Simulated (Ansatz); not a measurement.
BN in space group R3m (No. 160; B on 3a, N on 3a), the program Ansatz at the LDA level (PAW). The conduction-band minimum lies at F, with 3 equivalent valleys. Second derivatives d²E/dk² of the lowest band at one valley (eV·Å²), along Cartesian directions:

| direction | d²E/dk² |
|---|---|
| [100] | 25.92 |
| [010] | 10.70 |
| [001] | 9.932 |
| [110] | 31.48 |
| [101] | 23.38 |
| [011] | 13.48 |

### Question
Find the principal effective masses, the density-of-states mass and the conductivity mass.

### Answer
Off-diagonal terms follow from H_xy = H[110] − (H_xx + H_yy)/2, and m*/mₑ = 7.620 eV·Å² over each eigenvalue: 0.22, 0.91, 2.5. One valley's DOS mass (m₁m₂m₃)^(1/3) = 0.79, conductivity mass 3/(Σ 1/mᵢ) = 0.49 mₑ.

### Question
What effective density of states Nc follows at 300 K for parabolic valleys?

### Answer
Nc = 2.509e19 × 3 × (0.79)^(3/2) ≈ 5.3e19 cm⁻³.

### Question
With the computed static dielectric constant 5.57 (mean of the diagonal), estimate a hydrogenic donor's binding energy and radius.

### Answer
E = 13.606 eV × 0.49/5.57² ≈ 210 meV; a = 0.529 Å × ε/m* ≈ 6.0 Å. Semilocal masses tend to be too small where the gap is.

The workflow started from a Materials Project entry (that database holds measured and hypothetical structures alike); the Crystallography Open Database copy checked does not list it. It is not the phase usual at ambient conditions (space group No. 186, 194, 216). The cell was relaxed with LDA under the symmetry of its start; phonons on a q-mesh show no instability. A crystal of weakly bound layers computed without a dispersion correction: the cell and the soft elastic constants depend strongly on that.

Potentials: the later of the program's two PAW sets.
